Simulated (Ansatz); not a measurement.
Recipe of this trial structure of Sc2InAs3: random cell by space group and Wyckoff sites (Cmm2, No. 35). The dimensions are guesses.

```cif
data_structure
_symmetry_space_group_name_H-M 'P 1'
_symmetry_Int_Tables_number 1
_cell_length_a 4.8183
_cell_length_b 4.8183
_cell_length_c 6.3757
_cell_angle_alpha 90.000
_cell_angle_beta 90.000
_cell_angle_gamma 105.693
_cell_volume 142.50
loop_
_atom_site_label
_atom_site_type_symbol
_atom_site_fract_x
_atom_site_fract_y
_atom_site_fract_z
_atom_site_occupancy
Sc1 Sc 0.00000 0.50000 0.87254 1
Sc2 Sc 0.50000 0.00000 0.87254 1
In1 In 0.00000 0.00000 0.78170 1
As1 As 0.36534 0.63466 0.23223 1
As2 As 0.63466 0.36534 0.23223 1
As3 As 0.50000 0.50000 0.56501 1
```

Computed with Ansatz, DFT PBE, scalar-relativistic, plane waves, PAW. Cutoff 420 eV, Gaussian smearing, Γ-centred meshes. Cell and atoms relax first on a coarse mesh and then on a finer one. In between, the cell is made exact in the group found at 0.06 Å. In metals the finer mesh still leaves noise of several meV/atom or more. The steps can't lower the symmetry of their start. No spin polarisation in the relaxation; trial moments died out in a coarse test.

A guess keeps its type if space group and coordination stay and the shape of the cell changes little (axis ratios within about 15 %, angles within 6°); the volume may change.

Q: Does this structure survive the relaxation?

A: It doesn't keep its type. The symmetry goes from Cmm2 (No. 35) to Cmmm (No. 65). The volume per atom shrinks by 3.9 %, from 23.7 to 22.8 Å³. The shortest distance goes from 2.07 Å (As–As) to 2.79 Å (Sc–As). Counting neighbours within 15 % of an atom's shortest distance, the start has As 2, In 4, Sc 2 and the end As 8, In 8, Sc 8. In detail, at the end Sc is surrounded by 4 As at 2.79 Å, 2 As at 2.97 Å and 2 In at 2.97 Å; around In lie 4 Sc at 2.97 Å and 4 As at 3.01 Å; As on a site of symmetry m2m has 4 Sc at 2.79 Å, 2 As at 2.88 Å and 2 In at 3.01 Å; 1 more site not described.

```xyz
6
Lattice="3.9845 -4.4162 0.0000 3.9845 4.4162 0.0000 0.0000 0.0000 3.8901" Properties=species:S:1:pos:R:3 pbc="T T T"
Sc    1.9922    2.2081    0.0000
Sc    1.9922   -2.2081    0.0000
In    0.0000    0.0000    0.0000
As    3.9845    2.1181    1.9450
As    3.9845   -2.1181    1.9450
As    3.9845    0.0000    0.0000
```

Formation energies are uncorrected and refer to the elements' standard structures at the same level.

Q: At what energy does it end?

A: −0.55 eV/atom.

The last run used a 6×6×10 mesh (in the run's order of axes) for its 6-atom cell and Gaussian smearing of 0.10 eV. The reference form of As is held partly by dispersion forces, which this level lacks. A structure relaxed within its symmetry needn't be a true minimum. Another cell of Sc2InAs3 relaxed alike, in P6_3/mcm, lies 255 meV/atom lower, so this cell isn't the stable form at this level.
